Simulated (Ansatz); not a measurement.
Given:

Zr2InN:
```xyz
8
Lattice="3.2613 0.0000 0.0000 -1.6307 2.8244 0.0000 0.0000 0.0000 14.7959" Properties=species:S:1:pos:R:3 pbc="T T T"
Zr     1.6307     0.9415    13.5563
Zr     0.0000     1.8829     1.2396
Zr     0.0000     1.8829     6.1583
Zr     1.6307     0.9415     8.6376
In     1.6307     0.9415     3.6990
In     0.0000     1.8829    11.0969
N      0.0000     0.0000     0.0000
N      0.0000     0.0000     7.3980
```

This is the PBEsol-relaxed structure. x, y and z are the axes in which the lattice vectors are written.

Task: All from plane-wave PAW PBEsol (Ansatz code), unless another level is named. Predict the Hill bulk and shear moduli.

Result: 145 and 86.1 GPa.

Task: Give the highest zone-centre frequency.

Result: 527 cm⁻¹.

Task: Give the elastic constants (relaxed ions, GPa).

Result: C11 = 255, C12 = 79.6, C13 = 98.1, C33 = 241, C44 = 93.2.

Space group P6_3/mmc. The workflow started from a Materials Project entry (that database holds measured and hypothetical structures alike); the Crystallography Open Database copy checked does not list it. Whether it is the stable phase at ambient conditions was not checked. The cell was relaxed with PBEsol under the symmetry of its start; of distortions, only those at the zone centre were tested. The run is not spin-polarised. As this level gives no gap, shear constants depend on the k-mesh and smearing (Fermi–Dirac, 0.1 eV here). As this level gives no gap, phonon frequencies hold no LO–TO term and depend on the k-mesh and smearing (Fermi–Dirac, 0.1 eV here).

Potentials: the later of the program's two PAW sets.
